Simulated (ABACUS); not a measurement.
A series of runs on TiTe2 (P-3m1, 3 atoms in the cell; from Materials Project mp-1907, lattice scaled a little)

```
CELL_PARAMETERS angstrom
      3.75346     0.00000     0.00000
     -1.87673     3.25059     0.00000
      0.00000     0.00000     6.59396
ATOMIC_POSITIONS crystal
  Ti 0.00000 0.00000 0.00000
  Te 0.66667 0.33333 0.74983
  Te 0.33333 0.66667 0.25017
```

Base run A: PBE, PseudoDojo 0.5 standard norm-conserving PBE (tails mended) pseudopotentials (ABACUS), self-consistent single point.

Its settings: KPT = MP 6 6 2 0 0 0; basis_type = pw; dft_functional = PBE; ecutwfc = 84 Ry; smearing_method = fd; smearing_sigma = 0.00734986 Ry; potentials = PseudoDojo 0.5 standard norm-conserving PBE (tails mended); symmetry = 1; symmetry_prec = 1e-05; ks_solver = dav; scf_nmax = 100; scf_thr = 1.0e-09 Ry; mixing_type = pulay; mixing_beta = 0.4.

The structure comes from a collection of computed structures, made at another level of theory; the collection holds predicted forms beside known ones. Its lattice was then scaled. No clean gap shows at this smearing width and mesh (spacing up to 0.48 Å⁻¹); the mesh is coarse for partly filled bands, so the values carry mesh errors. Semi-local functionals can close small gaps.

ΔF is the free energy per atom less that of run A. 

| run | change | ΔF (meV/atom) | pressure (GPa) | largest force (eV/Å) |
|---|---|---|---|---|
| A | base | 0.00 | 3.77 | 0.761 |
| B | volume scaled by 0.94 | 62.5 | 8.89 | 1.456 |
| C | volume scaled by 0.96 | 35.9 | 7.01 | 1.216 |
| D | volume scaled by 0.98 | 15.2 | 5.31 | 0.977 |
| E | volume scaled by 0.99 | 7.0 | 4.52 | 0.867 |
| F | volume scaled by 1.01 | -5.7 | 3.05 | 0.655 |
| G | volume scaled by 1.02 | -10.3 | 2.37 | 0.556 |
| H | volume scaled by 1.04 | -16.1 | 1.10 | 0.374 |
| I | volume scaled by 1.06 | -17.9 | -0.05 | 0.194 |

Run B against A: The free energy goes up by 62.5 meV/atom, the pressure goes from 3.77 to 8.89 GPa and the largest force goes from 0.761 to 1.456 eV/Å.

Run G against A: The free energy falls by 10.3 meV/atom, the pressure goes from 3.77 to 2.37 GPa and the largest force goes from 0.761 to 0.556 eV/Å.

Small differences between rows can be mesh errors.

“Tails mended”: in these copies of the files the far tail of each local potential was reset to the Coulomb form.
